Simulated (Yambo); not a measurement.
Yambo input for KAs₄ClO₆ (space group P6/mmm, No. 191) (a = b = 5.253 Å, c = 8.946 Å, α = β = 90.00°, γ = 120.00°), on LDA (pw.x of Quantum ESPRESSO, ONCV potentials, scalar-relativistic) wavefunctions on a 3×3×2 mesh:

```
optics
chi
dipoles
kernel
FFTGvecs= 40 Ry
Chimod= "HARTREE"
NGsBlkXd= 3 Ry
% QpntsRXd
 1 | 1 |
%
% BndsRnXd
 1 | 181 |
%
GrFnTpXd= "R"
% EnRngeXd
 0.0 | 20.0 | eV
%
% DmRngeXd
 0.2 | 0.2 | eV
%
CGrdSpXd= 50
ETStpsXd= 161
% LongDrXd
 1.0 | 0.0 | 0.0 |
%
```

First lines of the file o-*.eps_q1_inv_rpa_dyson:

```
Absorption @ Q(1):   1.00000000     0.00000000     0.00000000    [q->0 direction]
#
# [ X ] Hartree size     :  147
# [GEN] GF Energies     : Slater exchange(X)+Perdew & Wang(C)
# [GEN] Green`s Function     : Retarded
#
# [GEN] Gauge     : Length
# [GEN] [r,Vnl] included     : yes
#
#    E[1] [eV]     Im(eps)     Re(eps)     Im(eps_o)     Re(eps_o)
#
     0.000000     -0.125997E-7     4.093431     -0.60506E-17     4.514698
     0.125000     0.003602     4.094549     0.004243     4.516016
     0.250000     0.007228     4.097913     0.008514     4.519977
     0.375000     0.010902     4.103543     0.012843     4.526608
     0.500000     0.014650     4.111477     0.017260     4.535954
     0.625000     0.018498     4.121768     0.021799     4.548079
     0.750000     0.022476     4.134488     0.026493     4.563068
     0.875000     0.026616     4.149724     0.031381     4.581027
     1.000000     0.030954     4.167587     0.036506     4.602088
     1.125000     0.035530     4.188210     0.041918     4.626412
     1.250000     0.040391     4.211752     0.047673     4.654189
     1.375000     0.045592     4.238404     0.053837     4.685649
     1.500000     0.051199     4.268391     0.060489     4.721063
     1.625000     0.057290     4.301982     0.067724     4.760755
     1.750000     0.063960     4.339499     0.075656     4.805110
     1.875000     0.071328     4.381325     0.084428     4.854592
     2.000000     0.079542     4.427921     0.094222     4.909755
     2.125000     0.088794     4.479846     0.105266     4.971275
     2.250000     0.099330     4.537786     0.117862     5.039978
     2.375000     0.111483     4.602588     0.132411     5.116886
     2.500000     0.125702     4.675315     0.149459     5.203283
     2.625000     0.142619     4.757319     0.169773     5.300806
     2.750000     0.163146     4.850356     0.194465     5.411577
     2.875000     0.188654     4.956746     0.225211     5.538408
     3.000000     0.221295     5.079628     0.264647     5.685105
     3.125000     0.264631     5.223342     0.317161     5.856935
     3.250000     0.324953     5.393986     0.390551     6.061295
     3.375000     0.414267     5.600037     0.499808     6.308415
     3.500000     0.557605     5.851870     0.676455     6.610459
     3.625000     0.811365     6.152565     0.991864     6.968482
     3.750000     1.293975     6.436590     1.591935     7.288317
     3.875000     2.040158     6.363480     2.471328     7.129718
     4.000000     2.388180     5.785484     2.783022     6.439898
```
(The file goes on to the top of the energy range.) Convergence of the RPA response with its 3×3×2 mesh was not tested.

Spin-orbit coupling is not included.

Geometry of the Materials Project entry, not relaxed at this level.
